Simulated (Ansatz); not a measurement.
Space group Pm-3m (No. 221). a = 4.755 Å, b = 4.755 Å, c = 4.755 Å, α = 90.00°, β = 90.00°, γ = 90.00°
```csv
atom,site,symmetry,x,y,z
Ca,3c,4/mm.m,0.0000,0.5000,0.5000
Ge,1a,m-3m,0.0000,0.0000,0.0000
N,1b,m-3m,0.5000,0.5000,0.5000
```

Equation of state of this Ca3GeN structure (not necessarily the ground state), with shape and atoms relaxed at each volume where symmetry leaves them free. It has no gap at any of these volumes. Level of theory: DFT PBEsol, scalar-relativistic, plane waves, PAW (Ansatz).

Settings: cutoff 420 eV, Γ-centred mesh 8×8×8 on the computed 5-atom cell, Gaussian smearing of 0.10 eV; no spin polarisation.

```tsv
V (Å³/atom)	E − E(largest V) (meV/atom)	P (GPa)
18.919	38.15	10.00
19.564	4.38	6.89
20.209	-17.84	4.24
20.854	-30.17	1.97
21.499	-34.04	0.02
22.144	-30.64	-1.65
22.789	-21.01	-3.07
23.649	0.00	-4.67
```

**Question.** Fit a third-order Birch–Murnaghan equation to E(V).

**Answer.** V0 = 21.50 Å³/atom, B0 = 60 GPa, B0' = 4.1.

Spin polarisation was left out, and a magnetic state may lie lower.